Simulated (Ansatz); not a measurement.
A relaxed structure of B. Computed with r2SCAN (plane waves to 500 eV, PAW, scalar-relativistic; Ansatz, an electronic-structure program).

```xyz
12
Lattice="2.4492 1.4140 4.1709 -2.4492 1.4140 4.1709 0.0000 -2.8280 4.1709" Properties=species:S:1:pos:R:3 pbc="T T T"
B     -1.5786     0.9114     2.8118
B      0.0000    -1.8229     2.8118
B      1.5786     0.9114     2.8118
B      1.5786    -0.9114     9.7010
B      0.0000     1.8229     9.7010
B     -1.5786    -0.9114     9.7010
B     -1.0072     0.5815     4.4745
B      0.0000    -1.1631     4.4745
B      1.0072     0.5815     4.4745
B      1.0072    -0.5815     8.0383
B      0.0000     1.1631     8.0383
B     -1.0072    -0.5815     8.0383
```

Task: Determine the symmetry and give the standard cell with its independent sites.

Result: Space group R-3m, hexagonal axes (No. 166); a = b = 4.898 Å, c = 12.513 Å, α = β = 90.00°, γ = 120.00°

```tsv
atom	site	symmetry	x	y	z
B	18h	.m	0.2370	0.1185	0.1086
B	18h	.m	0.1962	0.3925	0.0243
```

This is the AFLOW prototype A_hR12_166_2h (as in B).

Task: Give the shortest distances between elements (the closest pairs, up to four, under 3.6 Å).

Result: B–B 1.67 Å.

| Property | Value |
|---|---|
| Volume per atom | 7.22 Å³ |
| Band gap | 1.62 eV, indirect (valence top at T, conduction bottom at k = (0.2857, 0.2857, -0.2857)) (no spin-orbit coupling) |
| Smallest direct gap | 2.05 eV at k = (0.1429, 0.1429, 0.1429) |

No spin polarisation in the result.

The run could not lose the symmetry of its start.
